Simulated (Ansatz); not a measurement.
A structure of BeS relaxed with PBEsol (plane waves to 420 eV, PAW, scalar-relativistic; Ansatz, a quantum-chemistry and plane-wave program); single points at other levels follow on the same geometry (Ansatz, PAW; HSE06 at 420 eV on a 8×8×8 k-mesh; no spin-orbit coupling). Space group F-43m (No. 216).

```cif
data_BeS
_chemical_formula_sum 'Be1 S1'
_space_group_name_H-M_alt 'P 1'
_space_group_IT_number 1
_cell_length_a 3.42098
_cell_length_b 3.42098
_cell_length_c 3.42098
_cell_angle_alpha 60.000
_cell_angle_beta 60.000
_cell_angle_gamma 60.000
loop_
_space_group_symop_operation_xyz
  'x, y, z'
loop_
_atom_site_label
_atom_site_type_symbol
_atom_site_fract_x
_atom_site_fract_y
_atom_site_fract_z
_atom_site_occupancy
Be1 Be 0.25000 0.25000 0.25000 1
S1 S 0.50000 0.50000 0.50000 1
```

| level | gap (eV) | kind | conduction minimum |
|---|---|---|---|
| PBEsol | 2.91 | indirect | X |
| HSE06 | 4.04 | – | X |

HSE06 gaps come from a coarse mesh plus a few chosen points, so they may be too large. No spin polarisation in the result.

The run could not lose the symmetry of its start; a randomly shaken copy of 4 atoms returns to this structure.
